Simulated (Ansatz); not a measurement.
ZrRh₃ (Cu3Au type, Pm-3m) at seven volumes, PBEsol (plane waves, PAW; program Ansatz), scaled uniformly. One row is withheld.

```
V (Å³/atom)  P (GPa)
-----------  -------
13.544         27.96
13.990         17.01
14.437          7.78
14.883          0.00
15.330         -6.55
15.776        -12.07
16.223             ?
```

Problem. Fit the shown pressures and predict the withheld one.

Solution. P = (3/2)B₀(x^(7/2) − x^(5/2))[1 + (3/4)(B′ − 4)(x − 1)] with x = (V₀/V)^(2/3). Least squares on the six rows gives V₀ = 14.884 Å³/atom, B₀ = 238 GPa, B′ = 4.68. At V = 16.223, x = 0.9442 and P = -16.77 GPa. The run itself gave -16.70 GPa.

The first step of the workflow began from a Materials Project structure, measured or hypothetical; the Crystallography Open Database files this formula in space group No. 221, but the cells were not matched. Whether it is the stable phase at ambient conditions was not checked. The cell was relaxed with PBEsol under the symmetry of its start; of distortions, only those at the zone centre were tested. No spin polarisation was allowed.

Potentials: the later of the program's two PAW sets.
